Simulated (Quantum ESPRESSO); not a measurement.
## One change at a time to MoPtSc4SnTi

All numbers below are calculated, not measured. They come from Quantum ESPRESSO 7.5, a public plane-wave density functional program. Each row is one single-point run on a made-up periodic cell of eight metal atoms, with elements, volume, strain and displacements drawn at random and not relaxed, so a cell may be unstable or far from any real phase. There is no spin polarisation or spin-orbit coupling.

Settings: PBE unless stated; PseudoDojo standard norm-conserving files; Fermi-Dirac width 0.25 eV, which means electrons at about 2900 K; cutoff 1143 eV; 8 x 4 x 3 k mesh shifted half a step off Gamma. E is the free energy of the whole cell (internal energy minus TS), so a -TS column is already part of it. Stress is positive in tension, and the pressure P is minus a third of its trace.

Checks: one run of this series was repeated at a higher cutoff and on a denser mesh, which moved values by no more than 0.003 eV, 0.03 GPa and 0.012 eV/Å, and a second program with other atomic files agreed on it to 2 % rms in force and 0.5 GPa in pressure. Known limits: the tin pseudopotential is less sure than most, with forces differing by about three percent from a second method on plain tin; heavy elements are run without spin-orbit coupling, which real alloys of them have; a spin test at this wide smearing found no moment, but such smearing suppresses magnetism that the real alloy may have.

The lattice is hexagonal close-packed, and the cell vectors in Å are (3.035, 0.048, 0.030); (0.083, 5.405, 0.029); (0.097, 0.054, 10.010), a volume of 164.17 Å³ in run 1. The elements on sites 1 to 8 are Mo Sc Sc Sc Pt Ti Sc Sn. Each later run makes one change to run 1 and keeps the rest. E is counted from run 1, and is n/a where other atomic files have another zero of energy.

```
run,change,V (Å³),P (GPa),-TS (eV),rms force (eV/Å),largest change of a force component (eV/Å),E (eV)
1,none,164.17,-1.79,-2.075,0.743,0.000,0.000
2,sites 1 and 2 exchanged,164.17,-2.43,-2.011,0.618,1.813,-0.939
3,all lengths scaled by +1.96 %,174.01,-5.97,-2.194,0.692,0.158,?
4,PBEsol in place of PBE,164.17,-5.68,-2.079,0.734,0.072,n/a
5,Zr on site 2,164.17,-1.86,-2.033,0.763,0.154,n/a
6,site 8 moved by -0.06 Å along y,164.17,-1.61,-2.073,0.778,0.443,0.047
```

## Worked estimate

Along a uniform scaling dE = -P dV. The mean of the two pressures is -3.880 GPa and the volume changes by 9.84 Å³, with 160.2 GPa to one eV/Å³. The same two rows give -V dP/dV = 72 GPa for this cell with clamped atoms, which is not the bulk modulus of a real alloy.

## Withheld value

Question: what E should run 3 give?

The estimate is 0.238 eV. The calculation gave 0.245 eV. The mean of two end points misses the curvature of P, and the finite cutoff adds a little.
